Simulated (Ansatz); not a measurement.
Consider the following.

SiC (4H type, space group P6_3mc)

```yaml
crystal:
  lattice:
    - [3.09412, 0.00000, 0.00000]
    - [-1.54706, 2.67959, 0.00000]
    - [0.00000, 0.00000, 10.12917]
  atoms:
    - { symbol: Si, position: [0.00000, 0.00000, 0.00031] }
    - { symbol: Si, position: [0.00000, 0.00000, 0.50031] }
    - { symbol: Si, position: [0.66667, 0.33333, 0.75025] }
    - { symbol: Si, position: [0.33333, 0.66667, 0.25025] }
    - { symbol: C, position: [0.00000, 0.00000, 0.81285] }
    - { symbol: C, position: [0.00000, 0.00000, 0.31285] }
    - { symbol: C, position: [0.66667, 0.33333, 0.56221] }
    - { symbol: C, position: [0.33333, 0.66667, 0.06221] }
```

Equation-of-state scan: isotropic scaling of the cell above, V₀ being its volume. The atoms relax within the cell's symmetry.

These are PBE (plane waves to 420 eV, PAW, scalar-relativistic; Ansatz, a quantum-chemistry and plane-wave program) values and carry that method's errors. k mesh 12×12×4 (Γ-centred), Fermi-Dirac smearing 0.05 eV. E stands for the smeared free energy. Compression counts positive. With the shape held, the modulus is that of even scaling; a crystal free to change shape is softer. SiC was relaxed with its symmetry unable to fall. The PAW data are Ansatz's earlier set. The zero of ΔE is the relaxed starting cell.

The scan covers V/V₀ from 0.940 to 1.060 in 11 points.

What is the fitted pressure derivative B₀′?

3.9.

What bulk modulus at fixed cell shape B₀ follows from a third-order Birch-Murnaghan fit?

213 GPa.

(Under strain, the slope of the energy per volume gives the stress and its curvature an elastic modulus.)
